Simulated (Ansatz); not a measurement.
Starting structure of a cell relaxation (symmetry kept):

```
Zr As S
1.0
     3.78066    0.00000    0.00000
     0.00000    3.78066    0.00000
     0.00000    0.00000    8.02629
Zr As S
2 3 1
Cartesian
  1.8903 1.8903 5.8480
  0.0000 0.0000 2.1690
  1.8903 0.0000 8.0147
  0.0000 1.8903 8.0147
  1.8903 1.8903 3.0411
  0.0000 0.0000 5.0176
```

Method: Ansatz, DFT r2SCAN, scalar-relativistic, plane waves, PAW.

Cutoff 500 eV; k points 10×10×6 on the computed 6-atom cell (Γ-centred); Gaussian smearing, width 0.10 eV; no spin polarisation.

Q: What does it relax to?

A: The volume goes down by 0.25 Å³/atom to 18.87 Å³/atom, and the energy falls by 1.5 meV/atom. Final structure:
```cif
data_structure
_symmetry_space_group_name_H-M 'P 1'
_symmetry_Int_Tables_number 1
_cell_length_a 3.7653
_cell_length_b 3.7653
_cell_length_c 7.9859
_cell_angle_alpha 90.000
_cell_angle_beta 90.000
_cell_angle_gamma 90.000
_cell_volume 113.22
loop_
_atom_site_label
_atom_site_type_symbol
_atom_site_fract_x
_atom_site_fract_y
_atom_site_fract_z
_atom_site_occupancy
Zr1 Zr 0.50000 0.50000 0.72826 1
Zr2 Zr 0.00000 0.00000 0.27173 1
As1 As 0.50000 0.00000 0.99761 1
As2 As 0.00000 0.50000 0.99761 1
As3 As 0.50000 0.50000 0.37922 1
S1 S 0.00000 0.00000 0.62556 1
```

Cost: 1 run of about 11 core-minutes, on Arm Neoverse V2 (shared hosts).